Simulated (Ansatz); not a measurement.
Computed with DFT PBE, scalar-relativistic, plane waves, PAW (Ansatz 0.2.0). All cells share a 420 eV cutoff and Γ-centred k meshes spaced at most about 0.3 Å⁻¹ (about 0.25 or finer for metals, 2π included). Collinear spin in cells that started with moments and kept them past the coarse steps, no spin elsewhere.

All energies are static (0 K, no zero-point motion).

Two relaxed structures of BeZn₂S₂O:

A. (no spin)

Space group P-4m2 (No. 115). a = 3.990 Å, b = 3.990 Å, c = 6.897 Å, α = 90.00°, β = 90.00°, γ = 90.00°
```tsv
atom	site	symmetry	x	y	z
Be	1a	-4m2	0.0000	0.0000	0.0000
Zn	2g	2mm.	0.5000	0.0000	0.5321
S	2g	2mm.	0.5000	0.0000	0.9205
O	1b	-4m2	0.5000	0.5000	0.0000
```

B. (site moments S 0.4; O 0.2 (×2) μB)

Space group P6/mmm (No. 191). a = 7.212 Å, b = 7.212 Å, c = 8.363 Å, α = 90.00°, β = 90.00°, γ = 120.00°
```csv
atom,site,symmetry,x,y,z
Be,2e,6mm,0.0000,0.0000,0.6200
Zn,4h,3m.,0.3333,0.6667,0.6527
S,3g,mmm,0.5000,0.0000,0.5000
S,1a,6/mmm,0.0000,0.0000,0.0000
O,2e,6mm,0.0000,0.0000,0.2065
```

Question: Which form is favoured at zero pressure, and by what margin per atom?

Answer: They are level within the accuracy (4 meV/atom apart, with A the lower in these runs). A has space group P-4m2 (No. 115), 18.3 Å³/atom and no gap on its mesh; B has space group P6/mmm (No. 191), 31.4 Å³/atom and no gap. Counting O or S atoms around Be and Zn (for each partner element, those within 1.25 times its shortest distance or 1.15 times the sum of covalent radii, where it is the nearest in units of that sum or under 1.3; the shortest distance is added where it is long for a bond), A has Be 4, Zn 1 from 2.7 Å and B has Be 1, Zn 3. Their magnetic states differ too. Even the lower one lies +0.07 eV/atom against the reference forms of the elements (uncorrected), a margin that errors in the energy of the gaseous reference can exceed. Both come from invented guesses. A third cell relaxed alike, in P4/mmm, lies 295 meV/atom below the lower of the two.

The k mesh leaves some 4 meV/atom of noise in the energy of each metallic cell. No dispersion correction is applied, so the spacing and binding between layers, chains or molecules are poorly described (P6/mmm), and this can change margins and order among such cells. The magnetic state reached may not be the lowest. Cells relaxed within their symmetry can be saddle points. Some types were kept out of the candidates beforehand, so the set may lack a known form.
